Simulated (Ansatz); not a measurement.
BP (zinc blende, F-43m) under volume change, HSE06 (plane waves, PAW; program Ansatz), scaled uniformly.

```
V (Å³/atom)  E − E(relaxed) (meV/atom)     P (GPa)
-----------  -------------------------  ----------
10.529                            59.2       19.60
10.876                      (withheld)  (withheld)
11.223                      (withheld)  (withheld)
11.570                             0.0        0.00
11.918                             5.4       -4.88
12.265                            20.7       -9.12
12.612                            44.5      -12.80
```

**Question.** Some entries are withheld; supply them.

**Answer.** 
- 11.223, E − E(relaxed) (meV/atom): 6.0
- 11.223, P (GPa): 5.63
- 10.876, E − E(relaxed) (meV/atom): 25.0
- 10.876, P (GPa): 12.12

**Question.** What does a third-order Birch–Murnaghan fit give for V₀, B₀ and B′?

**Answer.** V₀ = 11.57 Å³/atom, B₀ = 174 GPa, B′ = 3.7.

The cell was relaxed with HSE06 under the symmetry of its start.

Potentials: the earlier of the program's two PAW sets.
